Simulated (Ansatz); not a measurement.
# Data sheet: HfC (DFT)

HfC:
```cif
data_C2Hf2
_chemical_formula_sum 'Hf2 C2'
_space_group_name_H-M_alt 'P 1'
_space_group_IT_number 1
_cell_length_a 3.83990
_cell_length_b 3.83990
_cell_length_c 4.62728
_cell_angle_alpha 90.000
_cell_angle_beta 90.000
_cell_angle_gamma 120.000
loop_
_space_group_symop_operation_xyz
  'x, y, z'
loop_
_atom_site_label
_atom_site_type_symbol
_atom_site_fract_x
_atom_site_fract_y
_atom_site_fract_z
_atom_site_occupancy
Hf1 Hf 0.33333 0.66667 0.75000 1
Hf2 Hf 0.66667 0.33333 0.25000 1
C1 C 0.33333 0.66667 0.25000 1
C2 C 0.66667 0.33333 0.75000 1
```

Space group P6_3/mmc (No. 194); conventional cell a = b = 3.8399 Å, c = 4.6273 Å, α = β = 90.00°, γ = 120.00°.

Method: the program Ansatz at the r²SCAN level (PAW). The cell and atoms are relaxed at this level. Other levels are named where they apply.

### Cell and energy

```json
{
 "volume_per_atom": "14.77 Å³",
 "density": "10.71 g/cm³",
 "Formation energy from the elements (no fitted shifts)": "-0.83 eV/atom"
}
```

### Electronic structure

```json
{
  "electronic_character": "metallic (no gap)",
  "Density of states at the Fermi level": "0.06 states/eV per atom (mean over ±0.08 eV)",
  "Gap with spin–orbit coupling": "none (metallic)"
}
```

### Mechanics

```json
{
  "Bulk modulus (Birch–Murnaghan fit)": "1910 kbar",
  "Pressure derivative B′": "3.8"
}
```

### Charges

```json
{
  "bader_charges": "Hf +2.08, C -2.08 e"
}
```

The start of the workflow was typed in or built on a structure type; the Crystallography Open Database copy checked does not list it. It is not the phase usual at ambient conditions (space group No. 225). Symmetry was held in the r²SCAN relaxation; its stability against distortions is not shown here. No spin polarisation was allowed. The references are the lowest solids computed at this level, not always the standard phases. Scalar-relativistic: spin–orbit coupling is off unless named, which matters more the heavier the elements.

Potentials: the later of the program's two PAW sets.
